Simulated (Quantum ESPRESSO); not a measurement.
Band energies of SnSe2

```
CELL_PARAMETERS angstrom
      3.84529     0.00000     0.00000
     -1.92265     3.33012     0.00000
      0.00000     0.00000     5.99052
ATOMIC_POSITIONS crystal
  Se 0.66667 0.33333 0.73451
  Se 0.33333 0.66667 0.26549
  Sn 0.00000 0.00000 0.00000
```

PBE (pw.x of Quantum ESPRESSO, ONCV potentials, without SOC); path ΓMKΓALHA,LM,KH; energies in eV from the valence-band maximum.

| k (1/Å) | point | band 19 | band 20 | band 21 | band 22 | band 23 | band 24 | band 25 | band 26 |
|---|---|---|---|---|---|---|---|---|---|
| 0.00 | Γ | -0.78 | -0.78 | -0.62 | -0.62 | -0.13 | 0.62 | 2.85 | 4.42 |
| 0.24 |  | -2.25 | -1.38 | -1.36 | -0.31 | -0.05 | 1.69 | 3.46 | 4.11 |
| 0.59 |  | -4.07 | -3.01 | -2.35 | -0.73 | -0.32 | 1.42 | 3.63 | 4.92 |
| 0.83 |  | -4.34 | -3.31 | -2.68 | -1.56 | -0.41 | 1.10 | 3.48 | 4.85 |
| 0.94 | M | -4.38 | -3.28 | -2.73 | -1.72 | -0.43 | 1.06 | 3.44 | 4.83 |
| 1.16 |  | -4.24 | -3.17 | -3.13 | -1.70 | -1.20 | 1.10 | 4.47 | 4.82 |
| 1.49 | K | -3.62 | -3.62 | -3.33 | -2.01 | -2.01 | 0.71 | 6.18 | 6.18 |
| 1.71 |  | -3.97 | -3.62 | -2.70 | -2.26 | -1.39 | 0.95 | 5.76 | 5.90 |
| 2.03 |  | -3.64 | -3.45 | -1.49 | -1.45 | -0.36 | 1.72 | 4.68 | 4.78 |
| 2.36 |  | -2.02 | -1.71 | -0.72 | -0.66 | 0.00 | 1.62 | 3.51 | 3.99 |
| 2.58 | Γ | -0.78 | -0.78 | -0.62 | -0.62 | -0.13 | 0.62 | 2.85 | 4.42 |
| 2.89 |  | -1.79 | -0.92 | -0.92 | -0.43 | -0.43 | 1.87 | 2.81 | 4.16 |
| 3.10 | A | -2.48 | -0.95 | -0.95 | -0.35 | -0.35 | 2.32 | 2.70 | 4.03 |
| 3.21 |  | -2.46 | -1.10 | -1.02 | -0.58 | -0.38 | 2.26 | 2.94 | 4.12 |
| 3.42 |  | -2.58 | -1.94 | -1.43 | -1.33 | -0.55 | 1.75 | 3.91 | 4.74 |
| 3.73 |  | -4.29 | -2.14 | -2.07 | -1.41 | -0.90 | 0.84 | 4.19 | 5.13 |
| 3.94 |  | -4.97 | -2.40 | -2.08 | -1.18 | -1.03 | 0.59 | 3.92 | 4.56 |
| 4.05 | L | -5.06 | -2.43 | -2.08 | -1.15 | -1.05 | 0.57 | 3.86 | 4.48 |
| 4.26 |  | -4.92 | -3.35 | -2.72 | -0.79 | -0.66 | 1.14 | 4.03 | 5.02 |
| 4.59 | H | -4.37 | -4.37 | -3.90 | -0.43 | -0.43 | 2.16 | 4.14 | 4.14 |
| 4.77 |  | -4.49 | -4.14 | -3.46 | -0.59 | -0.51 | 1.99 | 4.09 | 4.52 |
| 5.04 |  | -3.99 | -3.16 | -2.47 | -1.03 | -0.93 | 1.80 | 4.26 | 5.31 |
| 5.32 |  | -2.69 | -2.02 | -1.93 | -1.15 | -0.74 | 1.88 | 3.83 | 5.20 |
| 5.50 |  | -2.44 | -1.32 | -1.25 | -0.82 | -0.45 | 2.16 | 3.25 | 4.36 |
| 5.68 | A | -2.48 | -0.95 | -0.95 | -0.35 | -0.35 | 2.32 | 2.70 | 4.03 |
| 5.68 | L | -5.06 | -2.43 | -2.08 | -1.15 | -1.05 | 0.57 | 3.86 | 4.48 |
| 5.99 |  | -4.66 | -2.97 | -2.64 | -1.26 | -0.63 | 0.65 | 3.64 | 5.18 |
| 6.20 | M | -4.38 | -3.28 | -2.73 | -1.72 | -0.43 | 1.06 | 3.44 | 4.83 |
| 6.20 | K | -3.62 | -3.62 | -3.33 | -2.01 | -2.01 | 0.71 | 6.18 | 6.18 |
| 6.41 |  | -3.96 | -3.96 | -3.54 | -1.43 | -1.43 | 1.17 | 5.42 | 5.42 |
| 6.73 | H | -4.37 | -4.37 | -3.90 | -0.43 | -0.43 | 2.16 | 4.14 | 4.14 |

The PBE gap is indirect, 0.41 eV, from 80 % of the way from K to Γ to 40 % of the way from L to M; the smallest direct gap is 0.75 eV.

Spin-orbit splittings are left out.

Geometry relaxed with PBE+D3(BJ).
